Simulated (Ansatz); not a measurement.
ZnSe:
```
CELL_PARAMETERS angstrom
      0.00000     2.83264     2.83264
      2.83264     0.00000     2.83264
      2.83264     2.83264     0.00000
ATOMIC_POSITIONS crystal
  Se 0.75000 0.75000 0.75000
  Zn 0.00000 0.00000 0.00000
```

x, y and z are the axes in which the lattice vectors are written.

Q: Give the high-frequency dielectric tensor and the Born effective charge tensors of the independent atoms from DFPT, the program Ansatz at the r²SCAN level (PAW).

A: 
ε∞:
```
6.41  0.00  0.00
0.00  6.41  0.00
0.00  0.00  6.41
```
Z* of atom 1 (Se), rows: field, columns: displacement, in e:
```
-2.05   0.00   0.00
 0.00  -2.05   0.00
 0.00   0.00  -2.05
```
Z* of atom 2 (Zn), rows: field, columns: displacement, in e:
```
2.05  0.00  0.00
0.00  2.05  0.00
0.00  0.00  2.05
```

Static charges for comparison (Bader): Se1 -0.83, Zn2 +0.83 e. Born charges measure polarisation by displacement and can exceed these by far.

Space group F-43m (zinc blende). The r²SCAN relaxation kept the symmetry of its start; phonons on a q-mesh show no instability. Spin–orbit coupling is left out wherever it is not named.

Potentials: the later of the program's two PAW sets.
